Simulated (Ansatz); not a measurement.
Cs2RbInF6:
```cif
data_Cs8F24In4Rb4
_chemical_formula_sum 'Cs8 Rb4 In4 F24'
_space_group_name_H-M_alt 'Fm-3m'
_space_group_IT_number 225
_space_group_name_Hall '-F 4 2 3'
_cell_length_a 9.46413
_cell_length_b 9.46413
_cell_length_c 9.46413
_cell_angle_alpha 90.000
_cell_angle_beta 90.000
_cell_angle_gamma 90.000
loop_
_atom_site_label
_atom_site_type_symbol
_atom_site_symmetry_multiplicity
_atom_site_Wyckoff_symbol
_atom_site_fract_x
_atom_site_fract_y
_atom_site_fract_z
_atom_site_occupancy
Cs1 Cs 8 c 0.25000 0.25000 0.25000 1
Rb1 Rb 4 b 0.50000 0.50000 0.50000 1
In1 In 4 a 0.00000 0.00000 0.00000 1
F1 F 24 e 0.00000 0.00000 0.21960 1
```
(The calculation used a cell of 10 atoms; values per cell refer to that cell.)

Relaxed with r²SCAN. Independent-particle spectrum: no excitons, no local fields, no scissors shift; 0.1 eV broadening; ε₁ of the summed bands alone.

Task: Tabulate the dielectric function from r²SCAN (plane waves, PAW; program Ansatz).

Result: 

| E (eV) | ε₁ xx | ε₂ xx |
|---|---|---|
| 0.0 | 2.10 | 0.00 |
| 0.3 | 2.10 | 0.00 |
| 0.6 | 2.10 | 0.00 |
| 0.9 | 2.11 | 0.00 |
| 1.2 | 2.11 | 0.00 |
| 1.5 | 2.12 | 0.00 |
| 1.8 | 2.13 | 0.00 |
| 2.1 | 2.13 | 0.00 |
| 2.4 | 2.15 | 0.00 |
| 2.7 | 2.16 | 0.00 |
| 3.0 | 2.17 | 0.00 |
| 3.3 | 2.19 | 0.00 |
| 3.6 | 2.21 | 0.00 |
| 3.9 | 2.23 | 0.00 |
| 4.2 | 2.26 | 0.00 |
| 4.5 | 2.29 | 0.00 |
| 4.8 | 2.32 | 0.00 |
| 5.1 | 2.36 | 0.00 |
| 5.4 | 2.40 | 0.00 |
| 5.7 | 2.46 | 0.00 |
| 6.0 | 2.53 | 0.00 |
| 6.3 | 2.63 | 0.00 |
| 6.6 | 2.77 | 0.00 |
| 6.9 | 3.02 | 0.16 |
| 7.2 | 3.06 | 0.36 |
| 7.5 | 3.16 | 0.53 |
| 7.8 | 3.25 | 0.88 |
| 8.1 | 3.28 | 1.81 |
| 8.4 | 1.43 | 0.50 |
| 8.7 | 2.78 | 0.12 |
| 9.0 | 3.44 | 0.79 |
| 9.3 | 3.03 | 1.77 |
| 9.6 | 2.61 | 1.64 |
| 9.9 | 2.20 | 1.78 |
| 10.2 | 1.80 | 1.50 |
| 10.5 | 1.86 | 1.09 |
| 10.8 | 2.19 | 0.96 |
| 11.1 | 2.25 | 1.10 |
| 11.4 | 1.95 | 1.04 |
| 11.7 | 2.28 | 0.81 |
| 12.0 | 2.48 | 1.14 |

With all bands, ε∞ without local fields is 2.28.

The workflow started from a Materials Project entry (that database holds measured and hypothetical structures alike); the Crystallography Open Database copy checked does not list it. Its standing as an ambient phase is unchecked. The r²SCAN relaxation kept the symmetry of its start; its stability against distortions is not shown here. Spin–orbit coupling is left out wherever it is not named.

Potentials: the later of the program's two PAW sets.
